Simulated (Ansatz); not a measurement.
Given:

Ge (diamond)

```
CELL_PARAMETERS angstrom
      0.00000     2.88084     2.88084
      2.88084     0.00000     2.88084
      2.88084     2.88084     0.00000
ATOMIC_POSITIONS crystal
  Ge 0.50000 0.50000 0.50000
  Ge 0.75000 0.75000 0.75000
```

Scan: atom 2 (Ge, nearest neighbour Ge at 2.495 Å; its periodic images, 4.1 Å or more away, move with it) is displaced along Cartesian [110], direction (0.707, 0.707, 0.000) in Cartesian axes, by s. The other atoms stay.

Level of theory: PBE (plane waves to 420 eV, PAW, scalar-relativistic; Ansatz, a quantum-chemistry and plane-wave program). k mesh 11×11×11 (Γ-centred), Fermi-Dirac smearing 0.05 eV. The energy includes the smearing's −TS. With partly filled bands, energies and forces of such displacements shift with the k mesh and the smearing. Ge was relaxed with its symmetry unable to fall. ΔE is measured from the undisplaced structure.

The scan covers s from -0.750 to 0.750 Å in 11 points.

**Question.** Is the energy the same for equal positive and negative displacements?

**Answer.** Even: the same for both signs. With its periodic images moving along, the atom's site symmetry in this cell is -43m.

**Question.** What is the force constant k = d²E/ds² of this move at s = 0?

**Answer.** 9.90 eV/Å².

(A displaced cell: forces are minus the slopes of the energy, force constants its curvatures, and phonons follow from these.)
